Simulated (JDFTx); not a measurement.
System: TiTe2(0001) (P-3m1 bulk; lattice of mp-1907, not re-optimised at this level), 1x1 cell of 6 atoms in 6 planes (Te outermost, slab composition Ti2Te4), area 12.67 Å² a face, 10.2 Å between the outermost planes in a cell 26.1 Å high; k mesh 6×6×1, Fermi width 0.01 Ha, no spin polarisation. Whether this polymorph is the ambient one wasn't checked. Neither spin polarisation nor a larger cell was tried.

Method: PBE, GBRV ultrasoft potentials, plane waves to 20/100 Ha, in a modified build of JDFTx. Liquid on both sides: CANDLE, water, 1 M NaCl; nuclei fixed. On the negative side CANDLE's cavity feels the periodic box, so those points shift with the cell height.

Charging data:

```json
[
 {"U − U_pzc (V)": "-0.32", "σ (μC/cm²)": "-4.00"},
 {"U − U_pzc (V)": "-0.30", "σ (μC/cm²)": "-3.65"},
 {"U − U_pzc (V)": "0.00", "σ (μC/cm²)": "0.00"},
 {"U − U_pzc (V)": "0.15", "σ (μC/cm²)": "1.52"},
 {"U − U_pzc (V)": "0.30", "σ (μC/cm²)": "3.07"},
 {"U − U_pzc (V)": "0.50", "σ (μC/cm²)": "5.18"},
 {"U − U_pzc (V)": "0.70", "σ (μC/cm²)": "7.34"}
]
```

Worked example: a check of Lippmann's equation. The grand free energy per area against the neutral slab, Δγ = [F(N) − F(N₀) − μ(N − N₀)]/2A, is taken from the total energies of the same runs.

| U − U_pzc (V) | Δγ (mJ/m²) |
|---|---|
| -0.32 | -6.1 |
| -0.30 | -5.1 |
| 0.00 | 0.0 |
| 0.15 | -1.1 |
| 0.30 | -4.6 |
| 0.50 | -12.8 |
| 0.70 | -25.4 |

Δγ is largest at zero charge and falls away from it, as dγ/dU = −σ demands. At 0.70 V the computed -25.4 mJ/m² stands beside -25.7 mJ/m² from the constant-capacitance formula.
